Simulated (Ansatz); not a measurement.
Relaxed-ion elastic tensor of CaTaS$_{2}$ in space group P6_3/mmc (No. 194; S on 4f, Ta on 2b, Ca on 2a) in GPa (Voigt order), PBE+D3(BJ) in the plane-wave PAW code Ansatz; density 6.72 g/cm³, 17.61 Å³ per atom.

```
 195  60.9  63.0   0.0   0.0   0.0
60.9   195  63.0   0.0   0.0   0.0
63.0  63.0   202   0.0   0.0   0.0
 0.0   0.0   0.0  90.1   0.0   0.0
 0.0   0.0   0.0   0.0  90.1   0.0
 0.0   0.0   0.0   0.0   0.0  66.8
```

Is the crystal mechanically stable?

Yes: the smallest eigenvalue of C is 66.8 GPa.

Work out the Voigt, Reuss and Hill averages.

K_V = 107, K_R = 107, K_H = 107; G_V = 76.4, G_R = 74.8, G_H = 75.6 GPa.

Give Young's modulus, Poisson's ratio, Pugh's ratio and the universal anisotropy index.

E = 9KG/(3K + G) = 184 GPa; ν = 0.21; K/G = 1.42 (brittle by the Pugh limit of 1.75); A_U = 5G_V/G_R + K_V/K_R − 6 = 0.11.

Estimate the sound speeds and the Debye temperature.

v_l = √((K + 4G/3)/ρ) = 5560 m/s, v_t = √(G/ρ) = 3350 m/s, mean 3710 m/s; Θ = (h/k)(3n/4πV)^(1/3) v_m = 424 K.

How much does each axis shrink under pressure?

Linear compressibilities β_i = Σ_j S_ij (j = 1 to 3): x 3.2, y 3.2, z 3.0 per TPa.

A made-up cell: these elements were put on the sites of a structure type; neither database checked (COD, Materials Project) lists it. Its standing as an ambient phase is unchecked. Symmetry was held in the PBE+D3(BJ) relaxation; of distortions, only those at the zone centre were tested. No spin polarisation was allowed. As this level gives no gap, shear constants depend on the k-mesh and smearing (Fermi–Dirac, 0.1 eV here). Scalar-relativistic: spin–orbit coupling is off unless named, which matters more the heavier the elements.

Potentials: the later of the program's two PAW sets.
